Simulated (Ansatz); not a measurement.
SnS:
```
SnS
1.0
   10.98687     0.00000     0.00000
    0.00000     3.95322     0.00000
    0.00000     0.00000     4.18703
Sn S
4 4
Direct
  0.11795   0.25000   0.10976
  0.38205   0.75000   0.60976
  0.88205   0.75000   0.89024
  0.61795   0.25000   0.39024
  0.85389   0.25000   0.47370
  0.64611   0.75000   0.97370
  0.14611   0.75000   0.52630
  0.35389   0.25000   0.02630
```

Relaxed with LDA. Special points in fractions of this cell's reciprocal vectors: Γ (0.000, 0.000, 0.000); X (0.500, 0.000, 0.000); S (0.500, 0.500, 0.000); Y (0.000, 0.500, 0.000); Z (0.000, 0.000, 0.500); U (0.500, 0.000, 0.500); R (0.500, 0.500, 0.500); T (0.000, 0.500, 0.500).

### Question
List the band energies nearest the valence-band maximum at these points for LDA with spin–orbit coupling in the plane-wave PAW code Ansatz.

### Answer
In eV from the valence-band maximum; about four levels below and three above (degenerate sets whole), none deeper than 8.9 eV; points with the same levels are listed once.

```tsv
k	below	above
Γ	-0.96 -0.96 -0.83 -0.83	0.51 0.51 2.81 2.81
X	-0.86 -0.86 -0.86 -0.86	2.46 2.46 2.46 2.46
S	-1.14 -1.14 -1.14 -1.14	1.40 1.40 1.40 1.40
Y	-0.89 -0.89 -0.89 -0.89	0.90 0.90 0.90 0.90
Z	-0.23 -0.23 -0.23 -0.23	1.19 1.19 1.19 1.19
U	-0.11 -0.11 -0.11 -0.11	1.07 1.07 1.07 1.07
R	-1.93 -1.93 -1.93 -1.93	2.33 2.33 2.33 2.33
T	-1.76 -1.76 -1.76 -1.76	2.56 2.56 2.56 2.56
```

Space group Pnma. The LDA relaxation kept the symmetry of its start. A crystal of weakly bound layers computed without a dispersion correction: the cell and the soft elastic constants depend strongly on that.

Potentials: the later of the program's two PAW sets.
